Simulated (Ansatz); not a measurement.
Li2CeP2:
```yaml
crystal:
  lattice:
    - [4.15187, 0.00000, 0.00000]
    - [-2.07594, 3.59563, 0.00000]
    - [0.00000, 0.00000, 6.65645]
  atoms:
    - { symbol: Li, position: [0.66667, 0.33333, 0.37877] }
    - { symbol: Li, position: [0.33333, 0.66667, 0.62123] }
    - { symbol: Ce, position: [0.00000, 0.00000, 0.00000] }
    - { symbol: P, position: [0.66667, 0.33333, 0.76872] }
    - { symbol: P, position: [0.33333, 0.66667, 0.23128] }
```

x, y and z are the axes in which the lattice vectors are written.

Problem. Give the high-frequency dielectric tensor and the Born effective charge tensors of the independent atoms from DFPT, DFT-r²SCAN in the program Ansatz with PAW potentials.

Solution. 
ε∞:
```
14.0  0.00  0.00
0.00  14.0  0.00
0.00  0.00  8.69
```
Z* of atom 1 (Li), rows: field, columns: displacement, in e:
```
0.79  0.00  0.00
0.00  0.79  0.00
0.00  0.00  1.46
```
Z* of atom 3 (Ce), rows: field, columns: displacement, in e:
```
5.83  0.00  0.00
0.00  5.83  0.00
0.00  0.00  1.88
```
Z* of atom 4 (P), rows: field, columns: displacement, in e:
```
-3.70   0.00   0.00
 0.00  -3.70   0.00
 0.00   0.00  -2.40
```

Static charges for comparison (Bader): Li1 +0.87, Ce3 +1.71, P4 -1.72 e. Born charges measure polarisation by displacement and can exceed these by far.

Space group P-3m1. The workflow started from a Materials Project entry (that database holds measured and hypothetical structures alike); the Crystallography Open Database copy checked does not list it. Its standing as an ambient phase is unchecked. Symmetry was held in the r²SCAN relaxation; its stability against distortions is not shown here. No spin polarisation was allowed. The 4f shell is in the valence. No Hubbard U is applied. Spin–orbit coupling is left out wherever it is not named.

Potentials: the later of the program's two PAW sets.
